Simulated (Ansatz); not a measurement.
Input file for Ansatz (an electronic-structure program):

Ansatz 0.2 input:
```yaml
crystal:
  lattice:
    - [2.4571702833, 1.4186479245, 4.3663347586]
    - [-2.4571702833, 1.4186479245, 4.3663347586]
    - [0.0, -2.8372958491, 4.3663347586]
  atoms:
    - { symbol: Ti, position: [0.1511108036, 0.1511108036, 0.1511108036] }
    - { symbol: Ti, position: [0.8488891964, 0.8488891964, 0.8488891964] }
    - { symbol: Ti, position: [0.6044847222, 0.3955152778, 0.0] }
    - { symbol: Ti, position: [0.0, 0.6044847222, 0.3955152778] }
    - { symbol: Ti, position: [0.3955152778, 0.0, 0.6044847222] }
    - { symbol: Si, position: [0.5, 0.5, 0.5] }
kpoints:
  mp_grid: { grid: [10, 10, 10] }
hamiltonian:
  xc: lda
  pseudopotentials: { kind: paw }
scf:
  occupations: { method: fermi_dirac, width: 0.1 }
phonons:
  method: dfpt
  response_accuracy: low
  eigenvectors: true
  rigid_motions: translations
```

Output (shortened):

```
Pseudopotential: Ti, paw, valence charge 12
Pseudopotential: Si, paw, valence charge 4
Functional definition: SPW92
Crystal: 6 atoms, lattice volume = 91.323 Å³
Basis set: ecut = 420 eV, 1779 PW (Γ), exchange–correlation on 72×72×72 points (8 copies of the dense FFT grid, shifted against one another)
Bands: 39, of which v1, the nominal top of the filled ones, is band 32 counted from 1 (31 counted from 0)
Symmetry: 6 space group operations
k-points: 504 of 1000 (irreducible under 1 space group operation, time reversal used)
SCF iter   1: F=—  HF=-12862.314487 eV  |F-HF|=—  |Δ(HF+E_count)|=         —  Δρ=9.16e-3  dr2=8.96e-2  ethr=1.77e-3  ⟨swp⟩=6.9  Hψ=84087  notcnv=0
preconditioner: auto → Kerker (q_TF=auto, 2.571 Å⁻¹)
SCF iter   2: F=—  HF=-12862.298687 eV  |F-HF|=—  |Δ(HF+E_count)|=   1.58e-2  Δρ=4.50e-3  dr2=2.41e-2  ethr=1.40e-4  ⟨swp⟩=1.9  Hψ=24938  notcnv=0
SCF iter   3: F=—  HF=-12862.292448 eV  |F-HF|=—  |Δ(HF+E_count)|=   6.24e-3  Δρ=8.29e-4  dr2=9.03e-4  ethr=3.77e-5  ⟨swp⟩=2.0  Hψ=24425  notcnv=0
SCF iter   4: F=—  HF=-12862.292192 eV  |F-HF|=—  |Δ(HF+E_count)|=   2.56e-4  Δρ=1.53e-4  dr2=2.84e-5  ethr=1.41e-6  ⟨swp⟩=2.0  Hψ=25291  notcnv=0
SCF iter   5: F=—  HF=-12862.292185 eV  |F-HF|=—  |Δ(HF+E_count)|=   6.59e-6  Δρ=3.72e-5  dr2=1.01e-6  ethr=4.44e-8  ⟨swp⟩=2.0  Hψ=27138  notcnv=0
SCF iter   6: F=—  HF=-12862.292189 eV  |F-HF|=—  |Δ(HF+E_count)|=   3.96e-6  Δρ=9.26e-6  dr2=7.67e-8  ethr=1.58e-9  ⟨swp⟩=2.0  Hψ=32904  notcnv=0
SCF iter   7: F=—  HF=-12862.292189 eV  |F-HF|=—  |Δ(HF+E_count)|=   1.43e-8  Δρ=2.43e-6  dr2=7.41e-9  ethr=1.20e-10  ⟨swp⟩=2.1  Hψ=25138  notcnv=0
SCF iter   8: F=—  HF=-12862.292189 eV  |F-HF|=—  |Δ(HF+E_count)|=   1.15e-9  Δρ=6.75e-7  dr2=4.13e-10  ethr=1.16e-11  ⟨swp⟩=2.0  Hψ=24169  notcnv=0
SCF iter  10: F=-12862.292189 eV  HF=-12862.292189 eV  |F-HF|=0.00e0  |Δ(HF+E_count)|=  3.64e-12  Δρ=3.12e-8  dr2=7.98e-13  ethr=1.00e-12  ⟨swp⟩=5.2  Hψ=75809  notcnv=0
SCF 1 converged in 10 iterations: F = -12862.292189 eV  dr2 = 7.98e-13
DFPT response loops at Γ: preconditioner auto → Kerker (q_TF=auto, 2.571 Å⁻¹) (partly filled bands, converged f_vac=0.000) …
the run's response loops start from zero, take more passes and end by a threshold …
SCF converged after 10 iterations
Free energy (F): -12862.292189 eV
Harris-Foulkes:  -12862.292189 eV  (|F-HF|=0.00e0)
Internal energy: -12862.100549 eV  (E = F + TS)
E sigma→0 (E₀):  -12862.196369 eV
Entropy (-TS):   -0.191640 eV (-31.940 meV/atom)
Fermi energy:    14.121923 eV
--- Per-component energies (eV) ---
  E_band       = -683.597597
  E_kinetic    = 1417.897587
  E_local      = -4160.705159  (includes V_loc(G=0)·N_el)
  E_nonlocal   = 88.474570
  E_hartree    = 1749.465802
  E_xc         = -543.741811
  E_vxc        = -662.755431  (∫ρ·V_xc dr)
  E_paw        = -5483.805150  (= ΣΔE_a)
  E_vpaw       = -865.441296  (= ΣTr[D̂ρ^β])
  E_aug_tail   = 0.000527  (compensation charges beyond the density's cutoff)
  E_ewald      = -5931.400998
  E_core_change = 1.714082  (= ΣΔE_core)
  E_smearing   = -0.191640  (= −TS)
  E_closure    = 0.000000  (closes the sum)
  Σ components = -12862.292189   (vs F -12862.292189, Δ=0.00e0)
  [band-id]    e_kinetic+e_local+e_nonlocal+2·e_hartree+e_vxc+e_vpaw+e_augmentation_tail = -683.597598   (vs E_band -683.597597, Δ=-1.07e-6)
--- Band table (eV; the first three rows and the last of 504) ---
  k-point 0: bands = ["-41.8862", "-41.7684", "-41.6722", "-41.4950", "-41.4950", "-18.8364", "-18.7030", "-18.5928", "-18.5928", "-18.5356", "-18.5356", "-18.5192", "-18.2602", "-18.2602", "-18.0420", "-18.0420", "-17.9803", "-17.9755", "-17.6935", …
  k-point 1: bands = ["-41.8823", "-41.7702", "-41.6699", "-41.4996", "-41.4950", "-18.8332", "-18.6983", "-18.6117", "-18.5891", "-18.5710", "-18.5065", "-18.4624", "-18.2640", "-18.2520", "-18.0673", "-18.0416", "-17.9865", "-17.9712", "-17.7112", …
  k-point 2: bands = ["-41.8717", "-41.7754", "-41.6629", "-41.5125", "-41.4950", "-18.8250", "-18.6799", "-18.6362", "-18.6070", "-18.5694", "-18.4373", "-18.3927", "-18.2794", "-18.2337", "-18.1089", "-18.0552", "-17.9918", "-17.9832", "-17.7589", …
  k-point 503: bands = ["-41.8453", "-41.7705", "-41.7120", "-41.4951", "-41.4951", "-18.8218", "-18.6689", "-18.6689", "-18.4982", "-18.4119", "-18.4119", "-18.3918", "-18.2782", "-18.2782", "-18.2681", "-18.0600", "-18.0600", "-18.0577", "-17.7027", …
--- Phonons (Γ-DFPT): 7 representative perturbations + reference, on 504 of 1000 k-points (Σ response iterations 57) ---
  ASR residual: 2.158e-3 → 0.000e0 eV/Å²; symmetrization residual: 1.683e-4 eV/Å²
  ASR residual per site (eV/Å²): 1.73e-3 1.73e-3 2.16e-3 2.13e-3 2.13e-3 5.62e-4
  Γ frequencies (cm⁻¹): 0.00 0.00 0.00 146.52 150.78 150.78 186.32 186.32 232.72 241.20 241.20 273.78 279.77 279.77 312.08 312.08 314.66 399.99
  non-analytic LO–TO correction: not included (Born effective charges unavailable; polar crystals: no LO–TO splitting at Γ)
```

Cost: around 70 core-minutes (rough) on shared cores.

Space group R32. The first step of the workflow began from a Materials Project structure, measured or hypothetical; the Crystallography Open Database copy checked does not list it. Its standing as an ambient phase is unchecked. Symmetry was held in the LDA relaxation; of distortions, only those at the zone centre were tested. The run is not spin-polarised. As this level gives no gap, phonon frequencies hold no LO–TO term and depend on the k-mesh and smearing (Fermi–Dirac, 0.1 eV here).

Potentials: the later of the program's two PAW sets.

Ansatz is a plane-wave DFT program.
